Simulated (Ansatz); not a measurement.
KHg$_{2}$ in space group Imma (No. 74; K on 4e, Hg on 8h), plane-wave PAW r²SCAN (Ansatz code), all energies at zero smearing, with the estimated change up to a 700 eV cutoff added, with one set of potentials and settings (totals compare only within such a set). Cell of 6 atoms (2 K, 4 Hg): -58398.049 eV.

| element | reference phase | E (eV/atom) |
|---|---|---|
| K | Im-3m, 1 atoms in the cell | -1542.4813 |
| Hg | P-1, 3 atoms in the cell | -13827.8306 |

Formation energy per atom, worked out: (-58398.049 − 2×(-1542.4813) − 4×(-13827.8306))/6 = -0.294 eV/atom (-28 kJ per mol of atoms), at 0 K, without zero-point energy or fitted corrections.

The workflow started from a Materials Project entry (that database holds measured and hypothetical structures alike); the Crystallography Open Database files this formula in space group No. 74, but the cells were not matched. Whether it is the stable phase at ambient conditions was not checked. The cell was relaxed with r²SCAN under the symmetry of its start; whether a distortion lowers the energy is not shown. The references are the lowest solids computed at this level, not always the standard phases. Scalar-relativistic: spin–orbit coupling is off unless named, which matters more the heavier the elements.

Potentials: the later of the program's two PAW sets.
